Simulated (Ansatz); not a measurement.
**Two states of CS₄N**

```yaml
crystal:
  lattice:
    - [6.65948, 0.50409, -0.98852]
    - [-0.03138, 6.51216, 0.69986]
    - [0.86888, 0.03304, 5.37968]
  atoms:
    - { symbol: N, position: [0.65378, 0.26221, 0.83970] }
    - { symbol: S, position: [0.01174, 0.70368, 0.55165] }
    - { symbol: S, position: [0.98665, 0.26147, 0.58287] }
    - { symbol: S, position: [0.85843, 0.55727, 0.03358] }
    - { symbol: S, position: [0.23917, 0.33334, 0.01345] }
    - { symbol: S, position: [0.47544, 0.62142, 0.66306] }
    - { symbol: S, position: [0.83147, 0.97808, 0.15268] }
    - { symbol: N, position: [0.43294, 0.99237, 0.91651] }
    - { symbol: C, position: [0.69381, 0.95185, 0.61970] }
    - { symbol: C, position: [0.42033, 0.65746, 0.14274] }
    - { symbol: S, position: [0.30503, 0.99984, 0.40518] }
    - { symbol: S, position: [0.59790, 0.30762, 0.34971] }
```

The numbers come from plane-wave PAW DFT (Ansatz): PBE, 420 eV, 3×3×4 (shifted by 0.5, 0, 0 steps) k points, fermi-dirac occupations (width 0.1 eV). Nothing was relaxed. The cell carries a charge of +1 e on a uniform background.

State A: N1 down, N8 up (collinear spin). State B: no moments (no spin polarisation).

Compare the two self-consistent states.

State A is lower by 11.2 meV an atom at zero smearing; in free energy at this smearing B lies +9.8 meV an atom from A.

```
state  free energy (meV/atom)  largest moment in a small sphere (μB)  net moment (μB/cell)  gap on mesh (eV)  pressure (GPa)  largest force (eV/Å)
    A                     0.0                                   1.27                  1.13             metal             n/a                  1.14
    B                     9.8                                   0.00                  0.00             metal             n/a                  1.25
```

Origin: a disordered cell, so it need not be a known compound. Caveats: the k mesh is coarse if the cell is a metal; charged cell with a uniform background; odd electron count without spin polarisation, so a magnetic state may lie lower.
